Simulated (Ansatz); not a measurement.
**MgB₂ — experiment and calculation at the nuclei**

**What was measured.**

“Doping-induced superconductivity of ZrB2 and HfB2”, 2017, arxiv:1703.03253 quotes, for a powder: ν_Q of B-11 about 860 kHz. On the ν_Q of B-11: literature value; quadrupole splitting nu_Q, not the coupling constant C_Q.

Cell of run 1: an entry of the Crystallography Open Database (COD), whose atoms a relaxation with PBE at fixed cell left in place.

```cif
data_structure
_symmetry_space_group_name_H-M 'P 1'
_symmetry_Int_Tables_number 1
_cell_length_a 3.0850
_cell_length_b 3.0850
_cell_length_c 3.5230
_cell_angle_alpha 90.000
_cell_angle_beta 90.000
_cell_angle_gamma 120.000
_cell_volume 29.04
loop_
_atom_site_label
_atom_site_type_symbol
_atom_site_fract_x
_atom_site_fract_y
_atom_site_fract_z
_atom_site_occupancy
Mg1 Mg 0.00000 0.00000 0.00000 1
B2 B 0.33333 0.66667 0.50000 1
B3 B 0.66667 0.33333 0.50000 1
```

Sites (sets of like atoms) are named by element and the number of their first atom in this list.

All runs are DFT with Ansatz 0.2.0 (plane waves and PAW, scalar-relativistic unless spin–orbit coupling is named, Γ-centred meshes, Fermi–Dirac smearing) in this cell.

Run 1: PBE, atoms relaxed; 420 eV, 17×17×13 k-points, smearing 0.05 eV.
Run 2: r2SCAN, at the relaxed atoms; 500 eV, 17×17×13 k-points, smearing 0.05 eV.
Run 3: LDA, at the relaxed atoms; 420 eV, 17×17×13 k-points, smearing 0.05 eV.

B-11: I = 3/2, Q = 40.59 mb (Pyykkö 2018). C_Q = eQV_zz/h. ν_Q = 3|C_Q|/[2I(2I − 1)].

Task: What do the runs give for these quantities, and how close do they come?

Result: 

```
   quantity  unit  measured  run 1  run 2  run 3
ν_Q of B-11   MHz      0.86  0.827  0.809  0.852
```

For the ν_Q of B-11, the closest is run 3 (-1 %), the farthest run 2 (-6 %).

The runs hold the atoms at rest, while the measurements include thermal motion.

In runs 1, 2, 3 there is no gap above 0.1 eV, so the gradients can move by 10 % or more with the k-mesh. The cell isn't the equilibrium one in run 3 (calculated pressure -8 GPa), and the entry's cell may itself be off.
